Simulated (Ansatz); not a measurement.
HfSnO4 (Cmmm) at 3 levels of theory

One geometry, relaxed with PBE; plane waves with PAW potentials in Ansatz, scalar-relativistic. No spin polarisation. Gaps are the least over mesh and band path; pressure is positive in compression.

```
Hf Sn O
1.0
     3.42909   -3.45484    0.00000
     3.42909    3.45484    0.00000
     0.00000    0.00000    3.22763
Hf Sn O
1 1 4
Direct
  0.50000 0.50000 0.50000
  0.00000 0.00000 0.00000
  0.69435 0.69435 0.00000
  0.80564 0.19436 0.50000
  0.19436 0.80564 0.50000
  0.30565 0.30565 0.00000
```

```tsv
level	cutoff (eV)	k mesh	gap (eV)	pressure (GPa)
PBE	420	6×6×8	2.16	0.0
r2SCAN	500	6×6×8	2.78	-6.2
PBEsol	420	6×6×8	2.06	-6.0
```

Spin-orbit coupling matters for the bands of heavy elements and is left out.

The structure comes from a generated guess; another structure or a mixture of phases may lie lower.
